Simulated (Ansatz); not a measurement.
MgCdTe2:
```cif
data_CdMgTe2
_chemical_formula_sum 'Mg1 Cd1 Te2'
_space_group_name_H-M_alt 'P-4m2'
_space_group_IT_number 115
_space_group_name_Hall 'P -4 -2'
_cell_length_a 4.58071
_cell_length_b 4.58071
_cell_length_c 6.43358
_cell_angle_alpha 90.000
_cell_angle_beta 90.000
_cell_angle_gamma 90.000
loop_
_atom_site_label
_atom_site_type_symbol
_atom_site_symmetry_multiplicity
_atom_site_Wyckoff_symbol
_atom_site_fract_x
_atom_site_fract_y
_atom_site_fract_z
_atom_site_occupancy
Mg1 Mg 1 c 0.50000 0.50000 0.50000 1
Cd1 Cd 1 a 0.00000 0.00000 0.00000 1
Te1 Te 2 g 0.00000 0.50000 0.25354 1
```

Relaxed with PBEsol. Plane-wave PAW PBEsol (Ansatz code) gives a gap of 1.43 eV.

Q: What gap does HSE06 give on the same cell (Ansatz, PAW)?

A: 2.40 eV, 0.97 eV more. The hybrid was solved on a coarser mesh and at special points; the gap given is the minimum over both.

Cost on shared cores: the PBEsol run (SCF on a 6×6×5 mesh, then bands and DOS) very roughly 110 core-seconds, the HSE06 run (SCF on 5×5×3, then a few points) about 4 core-minutes (a rough figure); the tasks are unlike.

The workflow started from a Materials Project entry (that database holds measured and hypothetical structures alike); the Crystallography Open Database copy checked does not list it. With Mg and Cd taken as one species the cell has the higher symmetry F-43m, so it may be an ordered model of a mixed-site phase. Whether it is the stable phase at ambient conditions was not checked. The PBEsol relaxation kept the symmetry of its start; whether a distortion lowers the energy is not shown. Spin–orbit coupling is left out wherever it is not named.

Potentials: the later of the program's two PAW sets.
